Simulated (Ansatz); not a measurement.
What settings do to one calculation: rocksalt alloy of SrO and BaO (3 of 8 Sr sites exchanged), 16 atoms with displaced atoms

Ansatz (PAW, plane waves), atoms fixed. The base input:

```yaml
crystal:
  lattice:
    - [10.524893, 0.000000, 0.000000]
    - [0.000000, 5.262447, 0.000000]
    - [0.000000, 0.000000, 5.262447]
  atoms:
    - { symbol: O, position: [0.249443, 0.996800, 0.998622] }
    - { symbol: O, position: [0.754613, 0.003466, 0.990858] }
    - { symbol: O, position: [0.000499, 0.501243, 0.996631] }
    - { symbol: O, position: [0.497037, 0.502338, 0.001345] }
    - { symbol: O, position: [0.002364, 0.001917, 0.504118] }
    - { symbol: O, position: [0.501092, 0.002194, 0.494142] }
    - { symbol: O, position: [0.252590, 0.494213, 0.500078] }
    - { symbol: O, position: [0.749657, 0.509928, 0.504764] }
    - { symbol: Ba, position: [0.001937, 0.000458, 0.006868] }
    - { symbol: Ba, position: [0.750396, 0.499331, 0.000475] }
    - { symbol: Ba, position: [0.750252, 0.000471, 0.502863] }
    - { symbol: Sr, position: [0.501063, 0.995591, 0.997999] }
    - { symbol: Sr, position: [0.250864, 0.501401, 0.999416] }
    - { symbol: Sr, position: [0.250879, 0.992454, 0.502255] }
    - { symbol: Sr, position: [0.998906, 0.496202, 0.493222] }
    - { symbol: Sr, position: [0.500513, 0.500309, 0.500898] }
kpoints:
  mp_grid: { grid: [2, 2, 2], shift: [0.5, 0.5, 0.5] }
hamiltonian:
  xc: pbesol
scf:
  occupations: { method: fermi_dirac, width: 0.01 }
output:
  forces: true
  eigenvalues: true
  stress: true
  populations: true
```

Command:

```sh
ansatz run in.yaml --threads 7 --pin off --max-ram 13300MiB --runs-dir r --events-out ev --progress --plain
```

It converged in 8 iterations and 3.5 s of wall time on 7 threads of a Neoverse-V2 processor, on a host shared with other runs; peak host memory 0.9 GiB; largest force component 0.85 eV/Å, pressure 0.15 GPa. The cutoff was the default, 420 eV. The base isn't a converged reference: it has few k points, and its atoms are unrelaxed. Each run below changes the keys shown and caps the iterations.

```
run                                                                            changed         ending  iterations  free energy less the base (meV per atom)  rms change of forces (eV/Å)  change of pressure (GPa)  wall time (s, shared host)
  1                                                                         max_iter 6  not converged           –                                         –                            –                         –                           –
  2       mixing beta 0.2, accuracy low (cutoff and grids as in the base), max_iter 70      converged           9                                       0.0                        0.000                      0.00                     3.6 CPU
  3                          xc_grid 2 (2 is the default), width 0.001 eV, max_iter 60      converged           8                                       0.0                        0.000                      0.00                     4.3 CPU
  4                                                        width 0.001 eV, max_iter 90      converged           8                                       0.0                        0.000                      0.00                     2.8 CPU
  5  ecutwfc 180 eV, mixing beta 0.01, max_iter 70, k points a 1×1×2 mesh centred on Γ      converged          12                                    6271.0                        0.556                     11.97                     1.5 CPU
  6                                         xc_grid 1 (2 is the default), max_iter 100      converged           8                                       0.0                        0.001                      0.00                     4.4 CPU
  7                                   dr2_threshold 1e-12, ecutwfc 240 eV, max_iter 50      converged          13                                    1213.2                        0.030                      0.17                     3.6 CPU
  8                                             mixing algorithm anderson, max_iter 60      converged           8                                       0.0                        0.000                      0.00                     3.4 CPU
```

Task: Which changes leave the result alone, and which of the same physical model moves the forces most?

Result: The forces move by under 0.002 eV/Å in runs 2, 3, 4, 6, 8. Run 5 (ecutwfc 180 eV, mixing beta 0.01, max_iter 70, k points a 1×1×2 mesh centred on Γ) moves them most among the runs with the same functional, charge and dispersion term, by 0.556 eV/Å.

Task: Why did some runs give no result?

Result: - run 1: did not converge after 6 iterations: dr2 = 1.03e-6 (threshold 1.00e-7), under the density mixer `msr1`, which `scf.mixing.algorithm: auto` chose by the deck's other keys (type `scf.mixing.algorithm: msr1` to keep it);
